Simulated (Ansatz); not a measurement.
The start is a relaxed Pt cell, doubled along one cell vector, shaken by Gaussian noise of σ = 0.08 Å a coordinate. Cell shape, volume and atoms are optimised at zero target pressure with PBE (plane waves to 420 eV, PAW, scalar-relativistic; Ansatz, an electronic-structure program). First-step values are on the input's coarse k-mesh.

Ansatz input (later rounds restart from its end on a renewed k-mesh):
Ansatz 0.2 input:
```yaml
crystal:
  lattice:
    - [-3.5422930115, 3.5422930115, 1.3481330453]
    - [3.5422930115, -3.5422930115, 1.3481330453]
    - [7.084586023, 7.084586023, -2.6962660906]
  atoms:
    - { symbol: Pt, position: [0.7186203806, 0.4138633764, 0.15979434] }
    - { symbol: Pt, position: [0.7391773357, 0.452652206, 0.6456703967] }
    - { symbol: Pt, position: [0.0826924524, 0.392719807, 0.3438696737] }
    - { symbol: Pt, position: [0.1727335113, 0.4630560516, 0.8510405685] }
    - { symbol: Pt, position: [0.1015774006, 0.277022467, 0.08918739] }
    - { symbol: Pt, position: [0.2028679136, 0.4045513619, 0.5933226807] }
    - { symbol: Pt, position: [0.1586432754, 0.9367591095, 0.4021878759] }
    - { symbol: Pt, position: [0.1483702046, 0.9566459128, 0.8988714087] }
basis: { ecutwfc: 420, ecutrho_ratio: 4, xc_grid: 2, fft_grid_basis: typed }
kpoints: { mp_grid: { grid: [13, 13, 4] } }
hamiltonian:
  xc: pbe
  dispersion: none
  pseudopotentials: { azcp: { folder: ./paw }, kind: paw }
scf: { occupations: { method: fermi_dirac, width: 0.05 } }
relax: { f_tol: 0.01, max_steps: 100, cell: { stress_tol: 0.02 } }
output: { forces: true, stress: true }
```

Problem. How much energy is released per atom?

Solution. 0.24 eV/atom.

Problem. How does the volume change?

Solution. -5.8 %, from 16.92 to 15.93 Å³/atom.

Problem. How do the shortest distances between atoms change?

Solution. The closest pairs of elements (up to four, under 3.6 Å), start → end: Pt–Pt 2.51 → 2.68 Å.

Problem. Is the relaxed structure metallic? Give its gap.

Solution. No gap (metallic).

Problem. Give the final cell and atomic positions.

Solution. 
```cif
data_Pt16
_chemical_formula_sum 'Pt16'
_space_group_name_H-M_alt 'Cmcm'
_space_group_IT_number 63
_space_group_name_Hall '-C 2c 2'
_cell_length_a 2.75265
_cell_length_b 9.00683
_cell_length_c 10.28097
_cell_angle_alpha 90.000
_cell_angle_beta 90.000
_cell_angle_gamma 90.000
loop_
_atom_site_label
_atom_site_type_symbol
_atom_site_symmetry_multiplicity
_atom_site_Wyckoff_symbol
_atom_site_fract_x
_atom_site_fract_y
_atom_site_fract_z
_atom_site_occupancy
Pt1 Pt 8 f 0.00000 0.22719 0.11967 1
Pt2 Pt 4 c 0.00000 0.04296 0.75000 1
Pt3 Pt 4 b 0.00000 0.50000 0.00000 1
```
(The calculation used a cell of 8 atoms; values per cell refer to that cell.)

Final values are on a 18×18×5 k-mesh of the relaxed cell. No spin polarisation in the result.

The relaxed structure here is a generated cell of Pt: the first start was made by a random draw of sites in a space group, and the end was not matched to a known phase here, so it may be hypothetical. Known forms of Pt include space group No. 225.
